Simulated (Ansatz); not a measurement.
# Compressing TiC: a fit and a missing row

TiC, Fm-3m, a = 4.293 Å. Ansatz: PBEsol, PAW, 420 eV, Γ-centred 16×16×16 mesh on 2 atoms, Gaussian smearing 0.10 eV; no spin polarisation. Symmetry fixes shape and atoms, so the cell is only scaled; pressure is positive in compression.

| V (Å³/atom) | P (GPa) |
| --- | --- |
| 9.299 | ? |
| 9.596 | 8.63 |
| 9.892 | -0.02 |
| 10.189 | -7.46 |
| 10.486 | -13.87 |

**Question.** Take V0 = 9.892 Å³/atom, count pressures from its P0 = -0.02 GPa, fit the third-order Birch–Murnaghan form to the other rows, and predict the missing pressure.

**Answer.** With the Eulerian strain f = ½[(V0/V)^(2/3) − 1] and y = (P − P0)/[3f(1 + 2f)^(5/2)], the form is the line y = B0 + 1.5 B0 (B0′ − 4) f. Rows (f, y): 0.01023, 267.9; -0.00976, 266.9; -0.01907, 266.8. Means f = -0.006200, y = 267.20; Σ(Δf)² = 0.0004483, ΣΔfΔy = 0.01772; the slope is their ratio. y = 267.4 + 39.52 f GPa, so B0 = 267.4 GPa and B0′ = 4 + 2 × (39.52)/(3 × 267.4) = 4.10. At V = 9.299, f = 0.02104, y = 268.23 and P = 18.75 GPa. The run gave 18.68 GPa, so the fit is 0.07 GPa too high, a small miss on the scale of the series. The form still works here, 33 % of the fitted range beyond its end.